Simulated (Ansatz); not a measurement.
FeS2 in space group Pa-3 (No. 205; Fe on 4a, S on 8c), DFT-PBEsol in the program Ansatz with PAW potentials. The conduction-band minimum lies at Γ, with 1 equivalent valley. Second derivatives d²E/dk² of the lowest band at one valley (eV·Å²), along Cartesian directions:

```
direction  d²E/dk²
---------  -------
[100]        23.60
[010]        23.60
[001]        23.60
[110]        23.60
[101]        23.60
[011]        23.60
```

Q: Find the principal effective masses, the density-of-states mass and the conductivity mass.

A: Off-diagonal terms follow from H_xy = H[110] − (H_xx + H_yy)/2, and m*/mₑ = 7.620 eV·Å² over each eigenvalue: 0.32, 0.32, 0.32. One valley's DOS mass (m₁m₂m₃)^(1/3) = 0.32, conductivity mass 3/(Σ 1/mᵢ) = 0.32 mₑ.

Q: What effective density of states Nc follows at 300 K for parabolic valleys?

A: Nc = 2.509e19 × 1 × (0.32)^(3/2) ≈ 4.5e18 cm⁻³.

The PBEsol relaxation kept the symmetry of its start. The workflow began spin-polarised and lost its moments.

Potentials: the later of the program's two PAW sets.

Edges and masses are those of Kohn–Sham bands, whose gap is no quasiparticle gap.
